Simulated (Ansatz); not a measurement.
Given:

Ir3W:
```yaml
crystal:
  lattice:
    - [3.85588, 0.00000, 0.00000]
    - [0.00000, 3.85588, 0.00000]
    - [0.00000, 0.00000, 3.85588]
  atoms:
    - { symbol: Ir, position: [0.00000, 0.50000, 0.50000] }
    - { symbol: Ir, position: [0.50000, 0.50000, 0.00000] }
    - { symbol: Ir, position: [0.50000, 0.00000, 0.50000] }
    - { symbol: W, position: [0.00000, 0.00000, 0.00000] }
```

This is the PBEsol-relaxed structure.

Task: All from DFT-PBEsol in the program Ansatz with PAW potentials, unless another level is named. Estimate the Hill bulk and shear moduli.

Result: 381 and 233 GPa.

Task: And the elastic constants (relaxed ions, GPa)?

Result: C11 = 629, C12 = 258, C44 = 272.

Task: Give the highest zone-centre frequency.

Result: 169 cm⁻¹.

Space group Pm-3m (Cu3Au type). The cell is a constructed one: a structure type filled with these elements; neither database checked (COD, Materials Project) lists it. COD files the formula under space group No. 194. Its standing as an ambient phase is unchecked. Symmetry was held in the PBEsol relaxation; its stability against distortions is not shown here. No spin polarisation was allowed. As this level gives no gap, shear constants depend on the k-mesh and smearing (Fermi–Dirac, 0.1 eV here). As this level gives no gap, phonon frequencies hold no LO–TO term and depend on the k-mesh and smearing (Fermi–Dirac, 0.1 eV here). Spin–orbit coupling is left out wherever it is not named.

Potentials: the earlier of the program's two PAW sets. The files were generated under PBE; for other functionals the program regenerates the frozen cores, and for LDA and PBEsol the local potential too.
